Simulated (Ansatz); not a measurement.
Here is an unrelaxed guess for ZrB₂W₃.

```cif
data_structure
_symmetry_space_group_name_H-M 'P-3m1'
_symmetry_Int_Tables_number 164
_cell_length_a 4.1333
_cell_length_b 4.1333
_cell_length_c 6.6360
_cell_angle_alpha 90.000
_cell_angle_beta 90.000
_cell_angle_gamma 120.000
_cell_volume 98.18
loop_
_atom_site_label
_atom_site_type_symbol
_atom_site_symmetry_multiplicity
_atom_site_Wyckoff_symbol
_atom_site_fract_x
_atom_site_fract_y
_atom_site_fract_z
_atom_site_occupancy
Zr1 Zr 1 a 0.00000 0.00000 0.00000 1
B1 B 2 d 0.66667 0.33333 0.74363 1
W1 W 2 d 0.66667 0.33333 0.35759 1
W2 W 1 b 0.00000 0.00000 0.50000 1
```

The calculation used DFT PBE, scalar-relativistic, plane waves, PAW (Ansatz). Plane waves to 420 eV, a k mesh through Γ of 6×6×4 on the computed 6-atom cell and Gaussian smearing (0.10 eV); no spin polarisation.

Energies over the elements count from the elements' standard structures at the same level, with no fitted energy shifts.

Task: What does a single point on this coarse mesh give?

Result: The pressure is -14.1 GPa (the mean over three directions, positive in compression), the largest force is 1.38 eV/Å, and the energy is +0.49 eV/atom against the elements. The shortest distance is 2.48 Å.

Task: How much does it gain on relaxing, and where does it end?

Result: Relaxing gains about 0.18 eV/atom (the start's value is from the coarse mesh, so the gain is rough) in 10 ionic steps and ends at +0.30 eV/atom on the finer mesh. The symmetry stays P-3m1 (No. 164). The volume per atom shrinks by 11.7 %, from 16.4 to 14.5 Å³. The shortest distance goes from 2.48 Å (B–W) to 2.40 Å (B–W). Conventional cell: a = 4.101 Å, c = 5.954 Å. Zr has 6 B at 2.86 Å and 8 W at 2.98–3.07 Å; around B lie 4 W at 2.40 Å, 3 W at 2.74 Å and 3 Zr at 2.86 Å; W on a site of symmetry 3m has 4 B at 2.40 Å, 3 W at 2.58 Å, 3 Zr at 3.07 Å and 3 W at 3.12 Å; 1 more site not described.

The last run used a 12×12×6 mesh (in the run's order of axes) for its 6-atom cell and Gaussian smearing of 0.10 eV. These runs have no spin–orbit coupling, which can matter for W. The relaxation can't lower the symmetry of the start. Symmetry constrained the relaxation, so the result can be a saddle point. Another cell of ZrB2W3 relaxed alike, in P6/mmm, lies 0.39 eV/atom lower, so this cell isn't the stable form at this level.
